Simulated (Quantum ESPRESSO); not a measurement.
# Band energies of LaBi2ClO4

```
CELL_PARAMETERS angstrom
      3.95661     0.00000     0.00000
      0.00000     3.95661     0.00000
      0.00000     0.00000     9.03214
ATOMIC_POSITIONS crystal
  O  0.00000 0.50000 0.16719
  O  0.00000 0.50000 0.83281
  O  0.50000 0.00000 0.16719
  O  0.50000 0.00000 0.83281
  Cl 0.00000 0.00000 0.50000
  La 0.00000 0.00000 0.00000
  Bi 0.50000 0.50000 0.28721
  Bi 0.50000 0.50000 0.71279
```

norm-conserving PBEsol (Quantum ESPRESSO, 110 Ry, without SOC); path ΓXMΓZRAZ,XR,MA; energies in eV from the valence-band maximum.

```
k (1/Å)  point  band 32  band 33  band 34  band 35  band 36  band 37  band 38  band 39
-------  -----  -------  -------  -------  -------  -------  -------  -------  -------
0.00         Γ    -0.95    -0.92    -0.32    -0.32    -0.31     1.13     3.86     5.56
0.40              -1.14    -0.74    -0.53    -0.52    -0.09     2.81     4.15     4.33
0.79         X    -1.03    -0.69    -0.48    -0.20    -0.19     3.30     4.40     5.09
1.19              -1.25    -0.97    -0.74    -0.50    -0.30     4.14     4.31     4.61
1.59         M    -0.89    -0.60    -0.52    -0.32    -0.11     3.84     4.16     4.16
1.96              -1.19    -1.02    -0.68    -0.40    -0.18     3.65     4.39     4.73
2.34              -1.05    -0.68    -0.63    -0.23    -0.17     2.52     4.13     4.54
2.71         Γ    -0.95    -0.92    -0.32    -0.32    -0.31     1.13     3.86     5.56
2.71         Z    -0.94    -0.93    -0.54    -0.33    -0.33     1.48     3.36     5.49
2.87              -1.03    -0.83    -0.47    -0.40    -0.38     1.88     3.32     5.50
3.19              -1.08    -0.63    -0.62    -0.52    -0.15     3.64     3.65     4.42
3.50         R    -1.21    -0.75    -0.49    -0.37     0.00     3.85     4.69     4.87
3.82              -1.17    -0.72    -0.70    -0.56    -0.35     4.32     4.35     4.46
4.14              -1.19    -0.69    -0.65    -0.28    -0.23     4.15     4.27     4.62
4.30         A    -1.37    -0.60    -0.52    -0.32    -0.11     4.24     4.24     4.69
4.44              -1.22    -0.67    -0.63    -0.29    -0.19     4.15     4.27     4.59
4.72              -1.05    -1.00    -0.87    -0.43    -0.18     3.75     4.04     4.54
5.00              -1.01    -0.88    -0.64    -0.27    -0.21     3.15     3.53     4.68
5.28              -1.02    -0.83    -0.48    -0.44    -0.31     1.79     3.33     5.46
5.42         Z    -0.94    -0.93    -0.54    -0.33    -0.33     1.48     3.36     5.49
5.42         X    -1.03    -0.69    -0.48    -0.20    -0.19     3.30     4.40     5.09
5.77         R    -1.21    -0.75    -0.49    -0.37     0.00     3.85     4.69     4.87
5.77         M    -0.89    -0.60    -0.52    -0.32    -0.11     3.84     4.16     4.16
6.12         A    -1.37    -0.60    -0.52    -0.32    -0.11     4.24     4.24     4.69
```

The PBEsol gap is indirect, 1.13 eV, from R to Γ; the smallest direct gap is 1.44 eV.

Spin-orbit coupling is left out; with 6p states at a band edge it can lower the gap by many tenths of an eV, most of a small gap. The 4f states are in the valence at their DFT position.

Geometry relaxed with PBE+D3(BJ).

The structure is a Materials Project entry; no match was found in the copy of COD used, and its stability was not checked.
